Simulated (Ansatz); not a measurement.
This cell of TiO₂ (rutile) is off equilibrium:

```yaml
crystal:
  lattice:
    - [4.64343, 0.00000, 0.00000]
    - [0.00000, 4.64343, 0.00000]
    - [0.00000, 0.00000, 2.96381]
  atoms:
    - { symbol: Ti, position: [0.00000, 0.00000, 0.00000] }
    - { symbol: Ti, position: [0.51218, 0.51218, 0.50000] }
    - { symbol: O, position: [0.30513, 0.30513, 0.00000] }
    - { symbol: O, position: [0.80513, 0.19487, 0.50000] }
    - { symbol: O, position: [0.19487, 0.80513, 0.50000] }
    - { symbol: O, position: [0.69487, 0.69487, 0.00000] }
```

Level of theory: PBE (plane waves to 420 eV, PAW, scalar-relativistic; Ansatz, an electronic-structure program). k mesh 6×6×9 (Γ-centred), Fermi-Dirac smearing 0.05 eV. Energies are smeared free energies. Stress and pressure are positive under compression. TiO2 is run without spin polarisation. TiO2 was relaxed with its symmetry unable to fall.

What forces act on the atoms (eV/Å, Cartesian)?


```json
[
 {"atom": "Ti1", "Fx": "0.781", "Fy": "0.781", "Fz": "0.000"},
 {"atom": "Ti2", "Fx": "-1.140", "Fy": "-1.140", "Fz": "0.000"},
 {"atom": "O3", "Fx": "0.143", "Fy": "0.143", "Fz": "0.000"},
 {"atom": "O4", "Fx": "-0.029", "Fy": "-0.001", "Fz": "0.000"},
 {"atom": "O5", "Fx": "-0.001", "Fy": "-0.029", "Fz": "0.000"},
 {"atom": "O6", "Fx": "0.246", "Fy": "0.246", "Fz": "0.000"}
]
```

Give the stress tensor in GPa and the pressure.


```
  -0.05     0.16     0.00
   0.16    -0.05     0.00
   0.00     0.00     1.12
```
The pressure, a third of the trace, is 0.34 GPa.

In it atom 2 sits (0.057, 0.057, 0.000) Å away from its relaxed site. What is its energy relative to the relaxed cell?

64 meV/cell.

(For displaced atoms, the force is minus the slope of the energy, and its curvature is a force constant, which sets phonon frequencies.)
